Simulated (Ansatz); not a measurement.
# MgB2

Computed with Ansatz (plane waves, PAW, 420 eV cutoff): PBE, scalar-relativistic, no spin polarisation, Γ-centred 12×12×10 mesh, 0.05 eV Gaussian smearing; PAW files: Ansatz's generated set soft_2.

```
Mg B
1.0
     3.07820    0.00000    0.00000
    -1.53910    2.66580    0.00000
     0.00000    0.00000    3.51362
Mg B
1 2
Direct
  0.00000 0.00000 0.00000
  0.33333 0.66667 0.50000
  0.66667 0.33333 0.50000
```

The chain of runs began from a cell as deposited in COD, expanded in volume.

Path: Γ–M–K–Γ–A–L–H–A | L–M | H–K, with Γ = (0.000, 0.000, 0.000), M = (0.500, 0.000, 0.000), K = (0.333, 0.333, 0.000), A = (0.000, 0.000, 0.500), L = (0.500, 0.000, 0.500), H = (0.333, 0.333, 0.500) in reciprocal vectors of the calculation's cell.

Question: Is it a metal or an insulator, and if it has a gap, where are the band edges on this path?

Answer: A metal: bands cross the Fermi level.

Levels between -5 and 3 eV from the Fermi level at the path's named points:
| point | below E_F (eV) | above E_F (eV) |
| --- | --- | --- |
| Γ | -2.88 | 0.40 0.40 1.75 |
| M | -2.14 | 0.27 |
| K |  | 1.86 1.86 |
| A |  | 0.78 0.78 |
| L | -3.50 -1.85 -1.23 |  |
| H | -1.95 -1.95 |  |
